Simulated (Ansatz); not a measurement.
Ta2C in space group P4/nmm (No. 129; Ta on 2a, Ta on 2c, C on 2c) at seven volumes, the program Ansatz at the PBEsol level (PAW), shape and atoms relaxed at each. One row is withheld.

```csv
V (Å³/atom),P (GPa)
11.916,?
12.309,18.99
12.701,8.75
13.094,0.00
13.487,-7.47
13.880,-13.82
14.273,-19.22
```

Q: Fit the shown pressures and predict the withheld one.

A: Third-order Birch–Murnaghan: P = (3/2)B₀(x^(7/2) − x^(5/2))[1 + (3/4)(B′ − 4)(x − 1)] with x = (V₀/V)^(2/3). Least squares on the six rows gives V₀ = 13.094 Å³/atom, B₀ = 268.7 GPa, B′ = 4.34. At V = 11.916, x = 1.0649 and P = 31.10 GPa. The run itself gave 30.99 GPa.

A made-up cell: these elements were put on the sites of a structure type; neither database checked (COD, Materials Project) lists it. COD files the formula under space group No. 164. Its standing as an ambient phase is unchecked. Symmetry was held in the PBEsol relaxation; its stability against distortions is not shown here. No spin polarisation was allowed. Scalar-relativistic: spin–orbit coupling is off unless named, which matters more the heavier the elements.

Potentials: the later of the program's two PAW sets.
